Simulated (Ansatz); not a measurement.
Ti₃C₂O₂:
```cif
data_C2O2Ti3
_chemical_formula_sum 'O2 Ti3 C2'
_space_group_name_H-M_alt 'P-3m1'
_space_group_IT_number 164
_space_group_name_Hall '-P 3 2"'
_cell_length_a 3.01119
_cell_length_b 3.01119
_cell_length_c 9.79894
_cell_angle_alpha 90.000
_cell_angle_beta 90.000
_cell_angle_gamma 120.000
loop_
_atom_site_label
_atom_site_type_symbol
_atom_site_symmetry_multiplicity
_atom_site_Wyckoff_symbol
_atom_site_fract_x
_atom_site_fract_y
_atom_site_fract_z
_atom_site_occupancy
O1 O 2 c 0.00000 0.00000 0.35375 1
Ti1 Ti 2 d 0.66667 0.33333 0.26063 1
C1 C 2 d 0.33333 0.66667 0.12734 1
Ti2 Ti 1 a 0.00000 0.00000 0.00000 1
```

Relaxed with DFT-PBE+D3(BJ) in the program Ansatz with PAW potentials. Indices refer to the conventional cell of P-3m1, a = b = 3.011 Å, c = 9.799 Å, α = β = 90.00°, γ = 120.00°.

Simulate the powder diffraction pattern (Cu Kα, λ = 1.54184 Å; lines above 1 %) up to 2θ = 90°.

Simulated powder pattern, Cu Kα, λ = 1.54184 Å (kinematic, ideal powder, no thermal factors, no anomalous dispersion; the 30 strongest lines at most, above 1 %, up to 2θ = 90°):

| 2θ (°) | d (Å) | I/Imax (%) | hkl |
|---|---|---|---|
| 9.02 | 9.799 | 99 | (0001) |
| 18.11 | 4.899 | 45 | (0002) |
| 27.30 | 3.266 | 33 | (0003) |
| 34.39 | 2.608 | 4.1 | (1 0 -1 0) |
| 35.63 | 2.520 | 74 | (1 0 -1 1)+(0 1 -1 1) |
| 36.68 | 2.450 | 17 | (0004) |
| 39.13 | 2.302 | 88 | (0 1 -1 2)+(1 0 -1 2) |
| 44.46 | 2.038 | 100 | (0 1 -1 3)+(1 0 -1 3) |
| 51.16 | 1.785 | 3.4 | (0 1 -1 4)+(1 0 -1 4) |
| 58.95 | 1.567 | 37 | (1 0 -1 5)+(0 1 -1 5) |
| 61.60 | 1.506 | 43 | (1 1 -2 0) |
| 62.40 | 1.488 | 3.0 | (1 1 -2 1) |
| 64.78 | 1.439 | 6.1 | (1 1 -2 2) |
| 66.83 | 1.400 | 1.8 | (0007) |
| 67.69 | 1.384 | 22 | (0 1 -1 6)+(1 0 -1 6) |
| 68.64 | 1.367 | 10 | (1 1 -2 3) |
| 73.23 | 1.292 | 8.1 | (0 2 -2 1)+(2 0 -2 1) |
| 73.88 | 1.283 | 13 | (1 1 -2 4) |
| 75.44 | 1.260 | 10 | (2 0 -2 2)+(0 2 -2 2) |
| 77.37 | 1.233 | 4.8 | (1 0 -1 7)+(0 1 -1 7) |
| 78.01 | 1.225 | 4.7 | (0008) |
| 79.08 | 1.211 | 14 | (2 0 -2 3)+(0 2 -2 3) |
| 88.11 | 1.109 | 1.4 | (1 0 -1 8)+(0 1 -1 8) |

The start of the workflow was typed in or built on a structure type; neither database checked (COD, Materials Project) lists it. Whether it is the stable phase at ambient conditions was not checked. Symmetry was held in the PBE+D3(BJ) relaxation; whether a distortion lowers the energy is not shown. The workflow began spin-polarised and lost its moments.

Potentials: the later of the program's two PAW sets.
